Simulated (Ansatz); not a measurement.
Input:

NbN:
```cif
data_N2Nb2
_chemical_formula_sum 'Nb2 N2'
_space_group_name_H-M_alt 'P 1'
_space_group_IT_number 1
_cell_length_a 5.56257
_cell_length_b 5.56257
_cell_length_c 5.56257
_cell_angle_alpha 149.653
_cell_angle_beta 149.653
_cell_angle_gamma 43.450
loop_
_space_group_symop_operation_xyz
  'x, y, z'
loop_
_atom_site_label
_atom_site_type_symbol
_atom_site_fract_x
_atom_site_fract_y
_atom_site_fract_z
_atom_site_occupancy
Nb1 Nb 0.99883 0.99883 0.00000 1
Nb2 Nb 0.74883 0.24883 0.50000 1
N1 N 0.41717 0.41717 0.00000 1
N2 N 0.16717 0.66717 0.50000 1
```

This is the PBE-relaxed structure.

Question: All from PBE (plane waves, PAW; program Ansatz), unless another level is named. Give the band gap.

Answer: 0.32 eV (indirect).

Question: Next, the formation energy from the elements (no fitted shifts)?

Answer: -1.10 eV/atom.

Question: What about the conduction-band minimum?

Answer: on the Γ–X line, 46 % of the way from Γ (4 equivalent valleys).

Space group I4_1md. The cell is a constructed one: a structure type filled with these elements; neither database checked (COD, Materials Project) lists it. It is not the phase usual at ambient conditions (space group No. 225). Symmetry was held in the PBE relaxation; its stability against distortions is not shown here. The run is not spin-polarised. The references are the lowest solids computed at this level, not always the standard phases (solids in place of the gases). Scalar-relativistic: spin–orbit coupling is off unless named, which matters more the heavier the elements.

Potentials: the later of the program's two PAW sets.
